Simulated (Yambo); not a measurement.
```
CELL_PARAMETERS angstrom
      3.66511     0.00000     0.00000
     -1.83255     3.17408     0.00000
      0.00000     0.00000    15.90000
ATOMIC_POSITIONS crystal
  S  0.66667 0.33333 0.90668
  S  0.33333 0.66667 0.09332
  Sn 0.00000 0.00000 0.00000
```

The layer was cut from Materials Project entry mp-1170 and relaxed with PBE+D3(BJ) in a cell 15.9 Å high, with the Coulomb interaction truncated along z.

Task: Where are the main features of Im α from RPA with local fields on PBE bands (Yambo; 24×24×1 mesh, 51 bands, 2 Ry local-field block, 0.2 eV broadening; field along x)?

Result: Peaks at 4.0 eV (5.8), 5.1 eV (5.8), 9.1 eV (1.7), heights in brackets (Å). α is the in-plane polarisability per area of the layer, a length; absorbance is 4πω Im α/c. Peak heights and small wiggles depend on the k mesh. Convergence of the RPA response with its 24×24×1 mesh was not tested. No excitonic effects at this level. 

Spin-orbit coupling is not included.

The potentials are those of PseudoDojo's stringent table.
